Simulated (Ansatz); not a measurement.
**Relaxation path: bcc Mo (100), 5 layers**

DFT, PBEsol, PAW with Ansatz's default frozen-core files, scalar-relativistic (Ansatz 0.2.0); a Γ-centred 12×12×1 k mesh, Fermi–Dirac smearing of 0.1 eV, no spin polarisation. The run relaxes the atoms in the fixed cell.

Command: `ansatz run input.yaml --threads 2 --pin off --max-ram 4096MiB --backend cpu --events-out ev --progress --plain --runs-dir out` It took 39 s on 2 threads of Intel(R) Xeon(R) 6975P-C (Granite Rapids), with other jobs on the host, peak memory 0.58 GiB.

```yaml
crystal:
  lattice:
    - [3.1295163184, 0.0, 0.0]
    - [0.0, 3.1295163184, 0.0]
    - [0.0, 0.0, 22.259]
  atoms:
    - { symbol: Mo, position: [0.0, 0.0, 0.3594044514] }
    - { symbol: Mo, position: [0.5, 0.5, 0.4297022255] }
    - { symbol: Mo, position: [0.0, 0.0, 0.5] }
    - { symbol: Mo, position: [0.5, 0.5, 0.5702977745] }
    - { symbol: Mo, position: [0.0, 0.0, 0.6405955486] }
kpoints:
  mp_grid: { grid: [12, 12, 1] }
scf:
  occupations: { method: fermi_dirac, width: 0.1 }
hamiltonian:
  xc: pbesol
  pseudopotentials: { kind: paw }
output:
  forces: true
  stress: true
  eigenvalues: true
  write_density: true
  write_potential: true
  elf: true
  volumetric_format: npy
relax:
  f_tol: 0.01
  max_steps: 40
efield:
  axis: 3
  amplitude: 0
  dipole_correction: true
```

Each step lists its free energy a cell above the last geometry, and Cartesian positions (Å) with forces (eV/Å).

The first step:

```
step 1  dF = 259.99 meV
  Mo 0.0000 0.0000 8.0000   0.0000 0.0000 1.4498
  Mo 1.5648 1.5648 9.5647   0.0000 0.0000 -1.2420
  Mo 0.0000 0.0000 11.1295   0.0000 0.0000 0.0000
  Mo 1.5648 1.5648 12.6943   0.0000 0.0000 1.2420
  Mo 0.0000 0.0000 14.2590   0.0000 0.0000 -1.4498
```

The PAW files were made under PBE. The cell is 1×1, so reconstructions are forbidden, and in slabs of four or five layers the relaxations can be far larger than at a real surface.

Where does the relaxation end, and by which steps?

After 5 geometries, with a shortest distance of 2.613 Å. The further steps:
```
step 2  dF = 65.16 meV
  Mo 0.0000 0.0000 8.1947   0.0000 0.0000 -0.7740
  Mo 1.5648 1.5648 9.5043   0.0000 0.0000 0.9030
  Mo 0.0000 0.0000 11.1295   0.0000 0.0000 0.0000
  Mo 1.5648 1.5648 12.7547   0.0000 0.0000 -0.9030
  Mo 0.0000 0.0000 14.0643   0.0000 0.0000 0.7740
step 3  dF = 3.67 meV
  Mo 0.0000 0.0000 8.1633   0.0000 0.0000 -0.0882
  Mo 1.5648 1.5648 9.5502   0.0000 0.0000 -0.1449
  Mo 0.0000 0.0000 11.1295   0.0000 0.0000 0.0000
  Mo 1.5648 1.5648 12.7088   0.0000 0.0000 0.1449
  Mo 0.0000 0.0000 14.0957   0.0000 0.0000 0.0882
step 4  dF = 2.20 meV
  Mo 0.0000 0.0000 8.1298   0.0000 0.0000 0.0964
  Mo 1.5648 1.5648 9.5255   0.0000 0.0000 0.0671
  Mo 0.0000 0.0000 11.1295   0.0000 0.0000 0.0000
  Mo 1.5648 1.5648 12.7335   0.0000 0.0000 -0.0671
  Mo 0.0000 0.0000 14.1292   0.0000 0.0000 -0.0964
step 5  dF = 0.00 meV
  Mo 0.0000 0.0000 8.1449   0.0000 0.0000 0.0043
  Mo 1.5648 1.5648 9.5353   0.0000 0.0000 0.0004
  Mo 0.0000 0.0000 11.1295   0.0000 0.0000 0.0000
  Mo 1.5648 1.5648 12.7237   0.0000 0.0000 -0.0004
  Mo 0.0000 0.0000 14.1141   0.0000 0.0000 -0.0043
step 6  dF = 0.00 meV  (same geometry, solved once more)
  Mo 0.0000 0.0000 8.1449   0.0000 0.0000 0.0042
  Mo 1.5648 1.5648 9.5353   0.0000 0.0000 0.0004
  Mo 0.0000 0.0000 11.1295   0.0000 0.0000 0.0000
  Mo 1.5648 1.5648 12.7237   0.0000 0.0000 -0.0004
  Mo 0.0000 0.0000 14.1141   0.0000 0.0000 -0.0042
```
